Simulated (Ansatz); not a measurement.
Below is a relaxed structure of TlO₇. The cell was found from a structure generator's guess, not taken from experiment.

Theory: Ansatz, DFT PBE, scalar-relativistic, plane waves, PAW. Cutoff 420 eV, Γ-centred mesh, Gaussian smearing, no spin polarisation.

```
Tl O
1.0
     7.00067    0.00000    0.00000
     0.00000    7.00067    0.00000
     0.00000    0.00000    7.00067
Tl O
1 7
Direct
  0.50000 0.50000 0.50000
  0.08819 0.50000 0.50000
  0.91181 0.50000 0.50000
  0.50000 0.08819 0.50000
  0.50000 0.91181 0.50000
  0.50000 0.50000 0.08819
  0.50000 0.50000 0.91181
  0.00000 0.00000 0.00000
```

Formation energies are uncorrected and refer to the elements' standard structures at the same level (O₂ as a molecule).

(1) What space group does it have?

(2) How far does it lie from the elements in energy?

(3) Is it a metal?

Answers

(1) Pm-3m (No. 221). Conventional cell: a = 7.001 Å. Tl is surrounded by 6 O at 2.88 Å; O on a site of symmetry 4mm is surrounded by 1 O at 1.23 Å, 1 Tl at 2.88 Å, 4 O at 4.08 Å, 1 Tl at 4.12 Å and 12 O at 4.99–5.03 Å; O on a site of symmetry m-3m has 24 O at 4.99 Å (long contacts).

(2) +0.78 eV/atom. It can't be a ground state, since the elements alone are lower.

(3) Yes, bands cross the Fermi level on the 6×6×6 mesh.

The last run used a 6×6×6 mesh for its 8-atom cell and Gaussian smearing of 0.10 eV. Spin–orbit coupling, which can matter for Tl, is left out. An odd number of electrons in the primitive cell allows no gap without spin; a larger cell or a magnetic state could open one. The cell is a metal run without spin; a magnetic state may lie lower. Symmetry constrained the relaxation, so the result can be a saddle point.
